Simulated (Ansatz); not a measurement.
# LiCaF₃: a vibration from a frozen displacement

All numbers below come from Ansatz 0.2.0, DFT LDA, scalar-relativistic, plane waves, PAW. Settings: plane waves to 420 eV, k-mesh 6×6×6 (Γ-centred), Gaussian smearing 0.05 eV. No spin polarisation. Energies are free energies at this smearing, counted from the undisturbed cell; pressure is positive in compression.

The undisturbed cell (as given, not relaxed at this level; it stands at -9.4 GPa, and it needn't be the usual structure):

```yaml
crystal:
  lattice:
    - [3.76124, 0.00000, 0.00000]
    - [0.00000, 3.76124, 0.00000]
    - [0.00000, 0.00000, 3.76124]
  atoms:
    - { symbol: Li, position: [0.50000, 0.50000, 0.50000] }
    - { symbol: Ca, position: [0.00000, 0.00000, 0.00000] }
    - { symbol: F, position: [0.00000, 0.50000, 0.50000] }
    - { symbol: F, position: [0.50000, 0.50000, 0.00000] }
    - { symbol: F, position: [0.50000, 0.00000, 0.50000] }
```

Every F atom is moved by x along the Cartesian unit vector (-1.000, 0.000, 0.000); the cell and all other atoms stay fixed. The cell's volume is 53.21 Å³; the moved atoms weigh 56.995 u together and the others 47.018 u. Some rows repeat others by symmetry and weren't run.

```csv
x (Å),ΔE (meV/cell),total force on the moved atoms along the move (eV/Å),pressure (GPa)
-0.1000,11.87,0.2562,-9.0617
-0.0875,8.92,0.2164,-9.1447
-0.0750,6.45,0.1798,-9.2162
-0.0625,4.42,0.1458,-9.2763
-0.0500,2.79,0.1139,-9.3254
-0.0375,1.56,0.0839,-9.3634
-0.0250,0.69,0.0554,-9.3906
-0.0125,0.17,0.0275,-9.4068
0.0000,0.00,0.0000,-9.4121
0.0125,0.17,-0.0275,-9.4068
0.0250,0.69,-0.0554,-9.3906
0.0375,1.56,-0.0839,-9.3634
0.0500,2.79,-0.1139,-9.3254
0.0625,4.42,-0.1458,-9.2763
0.0750,6.45,-0.1798,-9.2162
0.0875,8.92,-0.2164,-9.1447
0.1000,11.87,-0.2562,-9.0617
```

What frequency belongs to this motion?

The force constant is k = −dF/dx = 2.200 eV/Å², from the parabola through x = -0.0125, 0 and 0.0125. In every cell the moved atoms swing against the rest, so the mass is μ = m₁m₂/(m₁ + m₂) = 25.764 u, and ν̃ = 521.5 cm⁻¹ × √(|k|/μ) = 152 cm⁻¹, at this cell's pressure of -9.4 GPa. The pattern needn't be a normal mode: ν̃² is then a weighted mean of the squared nonzero frequencies at the zone centre of this cell, taken without macroscopic field, so it lies between the lowest and the highest of them.

How far does the harmonic law reach?

At x = -0.100 Å, kx²/2 = 11.00 meV against the computed 11.87 meV (+7.9 %): the well is still close to harmonic there.

Many cubic perovskites lower their energy by tilts or polar distortions; a scan of this one displacement doesn't rule them out.